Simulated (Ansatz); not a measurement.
The start is a randomly generated symmetric cell of NbAs (space group No. 191). Cell shape, volume and atoms are optimised at zero target pressure with PBE (plane waves to 420 eV, PAW, scalar-relativistic; Ansatz, an electronic-structure program). The first steps use a coarse 11×11×3 k-mesh.

Starting cell:
```
CELL_PARAMETERS angstrom
      2.48260     0.00000     0.00000
     -1.24130     2.15000     0.00000
      0.00000     0.00000     8.11485
ATOMIC_POSITIONS crystal
  As 0.00000 0.00000 0.50000
  Nb 0.00000 0.00000 0.00000
```

Question: How much energy is released per atom?

Answer: 1.39 eV/atom.

Question: What band gap does the relaxed structure have at this level?

Answer: Zero (metallic).

Question: What does it relax into? Give the structure.

Answer: 
Space group P6/mmm (No. 191); a = 2.9311 Å, b = 2.9311 Å, c = 5.2304 Å, α = 90.00°, β = 90.00°, γ = 120.00°

```
atom  site  symmetry       x       y       z
----  ----  --------  ------  ------  ------
As      1b     6/mmm  0.0000  0.0000  0.5000
Nb      1a     6/mmm  0.0000  0.0000  0.0000
```

The space group stays P6/mmm (No. 191) (the run could not lower it), with 2 atoms in the primitive cell. Final values are on a 18×18×9 k-mesh of the relaxed cell. No spin polarisation in the result.

The run could not lose the symmetry of its start: the end is stationary, and may be a saddle point rather than a minimum.

All atoms sit on sites fixed by symmetry, so only the cell could relax.

The relaxed structure here is a generated cell of NbAs: the first start was made by a random draw of sites in a space group, and the end was not matched to a known phase here, so it may be hypothetical.
